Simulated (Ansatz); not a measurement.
TiAl2O5:
```cif
data_Al4O10Ti2
_chemical_formula_sum 'Ti2 Al4 O10'
_space_group_name_H-M_alt 'P 1'
_space_group_IT_number 1
_cell_length_a 5.05916
_cell_length_b 5.05916
_cell_length_c 9.53096
_cell_angle_alpha 90.000
_cell_angle_beta 90.000
_cell_angle_gamma 137.938
loop_
_space_group_symop_operation_xyz
  'x, y, z'
loop_
_atom_site_label
_atom_site_type_symbol
_atom_site_fract_x
_atom_site_fract_y
_atom_site_fract_z
_atom_site_occupancy
Ti1 Ti 0.12772 0.87228 0.06174 1
Ti2 Ti 0.87228 0.12772 0.56174 1
Al1 Al 0.14213 0.85787 0.43159 1
Al2 Al 0.85787 0.14213 0.93159 1
Al3 Al 0.19022 0.80978 0.75405 1
Al4 Al 0.80978 0.19022 0.25405 1
O1 O 0.05736 0.94264 0.61246 1
O2 O 0.94264 0.05736 0.11246 1
O3 O 0.04444 0.95556 0.88046 1
O4 O 0.95556 0.04444 0.38046 1
O5 O 0.24604 0.75396 0.25403 1
O6 O 0.75396 0.24604 0.75403 1
O7 O 0.31607 0.68393 0.57962 1
O8 O 0.68393 0.31607 0.07962 1
O9 O 0.30754 0.69246 0.92607 1
O10 O 0.69246 0.30754 0.42607 1
```

Relaxed with PBEsol. The program Ansatz at the PBEsol level (PAW) gives a gap of 3.31 eV.

Problem. What gap does HSE06 give on the same cell (Ansatz, PAW)?

Solution. 5.04 eV, 1.74 eV more. The hybrid was solved on a coarser mesh and at special points; the gap given is the minimum over both.

Cost on shared cores: the PBEsol run (SCF on a 8×8×3 mesh, then bands and DOS) around 6 core-minutes (rough), the HSE06 run (SCF on 5×5×2, then a few points) very roughly 7 core-minutes; the tasks are unlike.

Space group Cmc2_1. The first step of the workflow began from a Materials Project structure, measured or hypothetical; the Crystallography Open Database copy checked does not list it. Whether it is the stable phase at ambient conditions was not checked. The PBEsol relaxation kept the symmetry of its start; whether a distortion lowers the energy is not shown. No spin polarisation was allowed.

Potentials: the later of the program's two PAW sets.
